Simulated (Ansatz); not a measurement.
Ga2O3:
```xyz
5
Lattice="2.9911 0.0000 0.0000 -1.4956 2.5904 0.0000 0.0000 0.0000 6.8426" Properties=species:S:1:pos:R:3 pbc="T T T"
Ga     0.0000     1.7269     1.3960
Ga     1.4956     0.8635     5.4466
O      0.0000     0.0000     0.0000
O      0.0000     1.7269     4.7316
O      1.4956     0.8635     2.1111
```

Relaxed with r²SCAN. Special points in fractions of this cell's reciprocal vectors: Γ (0.000, 0.000, 0.000); M (0.500, 0.000, 0.000); K (0.333, 0.333, 0.000); A (0.000, 0.000, 0.500); L (0.500, 0.000, 0.500); H (0.333, 0.333, 0.500).

Problem. List the band energies nearest the valence-band maximum at these points for r²SCAN (plane waves, PAW; program Ansatz).

Solution. In eV from the valence-band maximum; about four levels below and three above (degenerate sets whole), none deeper than 8.9 eV; points with the same levels are listed once.

```json
[
 {"k": "Γ", "below": "-1.09 -1.09 -0.91 -0.91 0.00", "above": "3.12 6.38 7.32"},
 {"k": "M", "below": "-1.90 -1.55 -0.78 -0.68", "above": "5.15 8.45 8.92"},
 {"k": "K", "below": "-3.67 -3.67 -0.89 -0.89 -0.78", "above": "7.64 7.64 11.18"},
 {"k": "A", "below": "-1.03 -1.03 -0.94 -0.94", "above": "4.10 5.67 7.36"},
 {"k": "L", "below": "-2.18 -1.87 -0.71 -0.28", "above": "5.39 8.29 8.30"},
 {"k": "H", "below": "-3.40 -3.40 -1.14 -1.14 -0.93", "above": "7.69 7.69 11.26"}
]
```

Space group P-3m1 (La2O3 or Ni2Al3 type). The cell is a constructed one: a structure type filled with these elements; neither database checked (COD, Materials Project) lists it. It is not the phase usual at ambient conditions (space group No. 12, 167). Symmetry was held in the r²SCAN relaxation. At this level the phase is mechanically unstable. Scalar-relativistic: spin–orbit coupling is off unless named, which matters more the heavier the elements.

Potentials: the later of the program's two PAW sets.
